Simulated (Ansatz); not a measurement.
AlCo:
```yaml
crystal:
  lattice:
    - [2.85198, 0.00000, 0.00000]
    - [0.00000, 2.85198, 0.00000]
    - [0.00000, 0.00000, 2.85198]
  atoms:
    - { symbol: Al, position: [0.00000, 0.00000, 0.00000] }
    - { symbol: Co, position: [0.50000, 0.50000, 0.50000] }
```

Relaxed with PBE.

**Question.** List the phonon frequencies at the special points (DFPT on a 5×5×5 q-mesh, Fourier-interpolated; the program Ansatz at the PBE level (PAW)).

**Answer.** In cm⁻¹; no LO–TO term at Γ, as the run had none.

```
q              frequencies
-  -----------------------
Γ        0 0 0 326 326 326
X  203 203 252 286 286 403
M  185 185 231 278 383 383
R  242 242 242 357 357 357
```

Space group Pm-3m (CsCl type). The PBE relaxation kept the symmetry of its start; phonons on a q-mesh show no instability. The run is not spin-polarised. As this level gives no gap, phonon frequencies hold no LO–TO term and depend on the k-mesh and smearing (Fermi–Dirac, 0.1 eV here).

Potentials: the later of the program's two PAW sets.
